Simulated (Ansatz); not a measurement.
Problem. Y (hcp (Mg type), P6_3/mmc) is relaxed with r²SCAN+D4 in the plane-wave PAW code Ansatz. What lattice parameters of the conventional cell result?

Solution. a = 3.676 Å, c = 5.676 Å.

The cell was relaxed with r²SCAN+D4 under the symmetry of its start. The run is not spin-polarised. The pairwise dispersion correction was not fitted to metals. Axis ratios of metals converge slowly with the k-mesh, so a and c are less sure than the volume.

Potentials: the later of the program's two PAW sets.
